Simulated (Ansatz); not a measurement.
# rutile-structured SnO₂

Method: r²SCAN, scalar-relativistic; no spin polarisation; PAW, 500 eV, Γ-centred 6×6×10 mesh, 0.05 eV Gaussian smearing; code Ansatz; PAW files: Ansatz's generated set soft_2.

```
Sn O
1.0
     4.76024    0.00000    0.00000
     0.00000    4.76024    0.00000
     0.00000    0.00000    3.20078
Sn O
2 4
Direct
  0.00000 0.00000 0.00000
  0.50000 0.50000 0.50000
  0.30591 0.30591 0.00000
  0.80591 0.19409 0.50000
  0.19409 0.80591 0.50000
  0.69409 0.69409 0.00000
```

The start was a prototype's sites filled with these elements; the Crystallography Open Database holds the compound in this structure.

Cell and atoms are those of this level's equilibrium.

The cell has space group P4_2/mnm (read at 0.01 Å). In it the stress is -0.03, -0.03, -0.02, 0.00, 0.00, 0.00 GPa and the largest force component 0.000 eV/Å. Each change below starts from this cell, without further relaxation. Stress is in GPa, positive in compression, in the order xx, yy, zz, yz, xz, xy; energies are counted from the cell above.

**Question.** One atom was moved along a Cartesian axis, and these forces appeared. Which atom, and about how far?
```
atom  Fx (eV/Å)      Fy     Fz
 Sn1      0.233  -0.178  0.000
 Sn2      0.156  -0.202  0.000
  O3     -0.022  -0.028  0.000
  O4      0.129  -0.115  0.000
  O5     -0.710   0.498  0.000
  O6      0.215   0.024  0.000
```

**Answer.** Atom 5 (O) is moved by 0.05 Å along x; the energy changes by 17.6 meV per cell.

**Question.** What stress follows from an engineering strain of -2 % in xz, atoms carried along?

**Answer.** 0.06, 0.04, 0.08, 0.00, 2.35, 0.00 GPa; the energy changes by 10.6 meV per cell.
| atom | Fx (eV/Å) | Fy | Fz |
| --- | --- | --- | --- |
| Sn1 | 0.000 | 0.000 | 0.000 |
| Sn2 | 0.000 | 0.000 | 0.000 |
| O3 | -0.005 | -0.004 | -0.101 |
| O4 | -0.005 | 0.004 | -0.101 |
| O5 | 0.005 | -0.004 | 0.101 |
| O6 | 0.005 | 0.004 | 0.101 |
The change of the stress over the strain gives a clamped-atom stiffness of about 117 GPa for this component.
In a harmonic crystal the energy would rise by V(½Cε² − σ₀ε), with σ₀ the stress of the unstrained cell, = 10.6 meV, which matches.

**Question.** All atoms and the cell are disturbed at random:
```xyz
6
Lattice="4.7529 -0.0435 0.0495 -0.0435 4.7025 -0.0176 0.0333 -0.0118 3.1855" Properties=species:S:1:pos:R:3 pbc="T T T"
Sn   -0.0483   -0.0392    0.0141
Sn    2.4106    2.3435    1.5819
O     1.4381    1.4136    0.0090
O     3.8088    0.9091    1.6065
O     0.9309    3.7770    1.5615
O     3.2834    3.2257    0.0851
```
Give the energy change, the stress and the forces.

**Answer.** 282.3 meV per cell; stress 4.36, 5.77, 4.84, -0.79, -3.72, 4.45 GPa. The gap on the mesh goes from 1.77 eV to 1.80 eV.
```
atom  Fx (eV/Å)      Fy      Fz
 Sn1      1.731   1.521  -0.635
 Sn2     -1.981  -1.045   1.466
  O3      0.016   0.135  -0.267
  O4      0.701  -0.899   0.608
  O5     -0.469   0.170   0.421
  O6      0.002   0.118  -1.594
```

Semilocal functionals underestimate band gaps, commonly by a third or more.
